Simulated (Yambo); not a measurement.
SrTiO3 (space group I4/mcm, No. 140); a = b = c = 5.535 Å, α = β = 120.15°, γ = 89.74°. With the G0W0 scissor the direct gap on the mesh is 3.56 eV. Axes are Cartesian, with cell vectors (Å) (-2.76, 2.76, 3.92), (2.76, -2.76, 3.92), (2.76, 2.76, -3.92).

Can the lowest exciton of this BSE run be trusted, and with what binding energy? (Yambo, PBEsol bands; 6×6×6 mesh, 9 valence and 7 conduction bands, static screening with 84 bands and a 3 Ry block, scissor 1.62 eV, Tamm-Dancoff.)

The mesh holds a bound state, but the numbers are provisional. These are vertical excitations (zero momentum). The lowest state lies at 3.25 eV (dark for light along x), the direct quasiparticle gap on this mesh at 3.56 eV. Its binding energy, counted from that gap, is 0.31 eV; it spreads over about 9.3 k points of the mesh. Convergence with the mesh was not shown. The first optically allowed state is at 3.39 eV. The scissor comes from a G0W0 run whose convergence isn't established. 

Geometry of the Materials Project entry, not relaxed at this level.

This is not the ordinary phase of the substance.
